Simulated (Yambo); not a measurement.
```xyz
10
Lattice="-2.7885 2.7885 3.9895 2.7885 -2.7885 3.9895 2.7885 2.7885 -3.9895" Properties=species:S:1:pos:R:3 pbc="T T T"
O      0.0000     0.0000     5.9167
O      0.0000     0.0000     2.0623
O      1.5424     1.1485     3.9895
O      1.2460     1.6399     0.0000
O     -1.1485     1.5424     3.9895
O      3.9370     1.2460     0.0000
Mg     0.0000     0.0000     0.0000
Sr     0.0000     2.7885     1.9947
Sr     2.7885     0.0000     1.9947
W      0.0000     0.0000     3.9895
```

Response from Yambo on norm-conserving PBEsol (Quantum ESPRESSO, 84 Ry, no spin-orbit coupling) bands: 4×4×4 mesh, 112 bands, 3 Ry local-field block, 0.2 eV broadening.

**Question.** Give the static electronic dielectric constant without and with local fields along each axis.

**Answer.** 
```tsv
field along	ε(0), independent particles	ε(0), RPA with local fields	refractive index √ε
x	5.12	4.28	2.07
z	5.16	4.33	2.08
```
Electronic (clamped-ion) response only. Spin-orbit coupling, left out here, changes gap and response of such heavy elements. Convergence of the RPA response with its 4×4×4 mesh was not tested. x, y and z are Cartesian axes of the cell as given.

Geometry of the Materials Project entry, not relaxed at this level.

The structure is a Materials Project entry; no match was found in the copy of COD used, and its stability was not checked.
